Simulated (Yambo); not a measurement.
Yambo run on BaO₂ (space group I4/mmm, No. 139). The wavefunctions are PBEsol (Quantum ESPRESSO, PseudoDojo norm-conserving, 84 Ry, scalar-relativistic) ones on a 4×4×4 mesh (11 occupied bands); a = b = c = 4.3014 Å, α = β = 128.00°, γ = 76.63°.

Yambo input:

```
rim_cut
gw0
dyson
el_el_corr
HF_and_locXC
ppa
em1d
RandQpts= 1000000
RandGvec= 1 Ry
EXXRLvcs= 84 Ry
VXCRLvcs= 336 Ry
Chimod= "HARTREE"
% BndsRnXp
 1 | 94 |
%
NGsBlkXp= 7 Ry
% LongDrXp
 1.0 | 1.0 | 1.0 |
%
PPAPntXp= 27.2114 eV
% GbndRnge
 1 | 94 |
%
GTermKind= "BG"
DysSolver= "n"
ExtendOut
% QPkrange
 13 | 13 | 11 | 12 |
%
```

k points by index: 13 = Z.

Resulting energies as the program prints them:

```
#    K-point    Band    Eo [eV]    E [eV]    E-Eo [eV]    Vxc [eV]    Vnlxc [eV]    Sc|Eo [eV]    Sc|E [eV]    dSc/dw|Eo [eV]    Re(Z)    Im(Z)
#
    13    11    0.000000    -0.960843    -0.960843    -19.94390    -25.64991    4.482967    4.745161    -7.424433    0.785641    -0.001266
    13    12    2.069786    2.739932    0.670146    -9.223660    -4.588894    -3.853856    -3.964620    -4.497024    0.858175    -0.831110E-3
```
(The two width columns are left out.) Convergence of these settings isn't established.

Geometry relaxed with PBEsol.
